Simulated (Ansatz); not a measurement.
This cell of MgH₂ (rutile) is off equilibrium:

```xyz
6
Lattice="4.6631 0.0000 0.0000 0.0000 4.6631 0.0000 0.0000 0.0000 3.1101" Properties=species:S:1:pos:R:3 pbc="T T T"
Mg     0.0000     0.0000     0.0000
Mg     2.3316     2.3316     1.5551
H      1.4252     1.4252     0.0000
H      3.7567     0.9064     1.5551
H      0.9064     3.7567     1.5551
H      3.2379     3.2379     0.0000
```

Method: PBE (plane waves to 420 eV, PAW, scalar-relativistic; Ansatz, a quantum-chemistry and plane-wave program). k mesh 7×7×11 (Γ-centred), Fermi-Dirac smearing 0.05 eV. E stands for the smeared free energy. Stress and pressure are positive under compression. MgH2 was relaxed with its symmetry unable to fall.

Q: Give the stress tensor in GPa and the pressure.

A: 
```
  -3.60     0.00     0.00
   0.00    -3.60     0.00
   0.00     0.00    -5.12
```
The pressure, a third of the trace, is -4.11 GPa.

Q: It is the relaxed cell scaled evenly to V/V₀ = 1.100, atoms relaxed where free. What is its energy relative to the relaxed cell?

A: 14.1 meV/atom.

(A scan under strain: stresses follow from slopes of the energy per volume, elastic moduli from its curvatures.)
